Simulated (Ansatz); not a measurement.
Trial structure of ScSi2O3, not yet relaxed:

Space group P6/mmm (No. 191). a = 5.253 Å, b = 5.253 Å, c = 3.009 Å, α = 90.00°, β = 90.00°, γ = 120.00°
```csv
atom,site,symmetry,x,y,z
Sc,1a,6/mmm,0.0000,0.0000,0.0000
Si,2c,-6m2,0.3333,0.6667,0.0000
O,3g,mmm,0.5000,0.0000,0.5000
```

These are results of DFT PBE, scalar-relativistic, plane waves, PAW (Ansatz 0.2.0), not measurements. Cutoff 420 eV; k points 6×6×6 on the computed 6-atom cell (Γ-centred); Gaussian smearing, width 0.10 eV; no spin polarisation.

The zero of energy is the elements' standard structures at the same level (O₂ as a molecule); no fitted shifts are applied.

Question: Estimate its pressure, forces and energy as it stands.

Answer: The pressure is -2.3 GPa (the mean over three directions, positive in compression), the largest force is 0.00 eV/Å (symmetry fixes the atoms), and the energy is −0.56 eV/atom against the elements. The shortest distance is 2.14 Å.

Question: How much does it gain on relaxing, and where does it end?

Answer: Relaxing gains under 0.1 eV/atom (the start's value is from the coarse mesh, so the gain is rough) in 7 ionic steps and ends at −0.57 eV/atom on the finer mesh. The symmetry stays P6/mmm (No. 191). The volume per atom shrinks by 1.6 %, from 12.0 to 11.8 Å³. The shortest distance goes from 2.14 Å (Si–O) to 2.12 Å (Si–O). Conventional cell: a = 5.241 Å, c = 2.975 Å. Around Sc lie 2 Sc at 2.98 Å, 12 O at 3.01 Å and 6 Si at 3.03 Å; around Si lie 6 O at 2.12 Å, 5 Si at 2.98–3.03 Å and 3 Sc at 3.03 Å; O is surrounded by 4 Si at 2.12 Å, 4 O at 2.62 Å, 2 O at 2.98 Å and 4 Sc at 3.01 Å.

The last run used a 12×12×12 mesh for its 6-atom cell and Gaussian smearing of 0.10 eV. An odd number of electrons in the primitive cell allows no gap without spin; a larger cell or a magnetic state could open one. The relaxation can't lower the symmetry of the start. A structure relaxed within its symmetry needn't be a true minimum. Another cell of ScSi2O3 relaxed alike, in R-3m, lies 1.25 eV/atom lower, so this cell isn't the stable form at this level.
